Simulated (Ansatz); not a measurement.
A crystal relaxed with r2SCAN in the plane-wave code Ansatz has space group P4/mmm (No. 123) and a = 4.356 Å, c = 6.172 Å.

```csv
atom,site,x,y,z
Xx,1a,0.0000,0.0000,0.0000
Sr,1b,0.0000,0.0000,0.5000
Te,1d,0.5000,0.5000,0.5000
Sr,1c,0.5000,0.5000,0.0000
```

The r2SCAN gap is direct at Γ: 1.84 eV. HSE06 gives a direct gap of 2.45 eV at Γ. Meshes: r2SCAN 6×6×4, HSE06 4×4×4. r2SCAN's ε∞ is 4.9 along x and y, 4.7 along z.

Question: Which element is Xx?
A. S
B. Se
C. O

Answer: C. Xx is O: Sr₂TeO, ordered on the rocksalt lattice (P4/mmm) with 4 atoms a cell. Around O lie 6 Sr at 3.08–3.09 Å; around Sr lie 4 Te at 3.08 Å and 2 O at 3.09 Å; around Te lie 6 Sr at 3.08–3.09 Å; around Sr lie 4 O at 3.08 Å and 2 Te at 3.09 Å.

(Calculated; spin-unpolarised; the phase may be known or hypothetical.)

No spin-orbit coupling is included; it can move band edges with weight on the heavy atoms by tenths of an eV.

The meshes of the hybrids are coarse, so their gaps aren't converged to the digits shown.
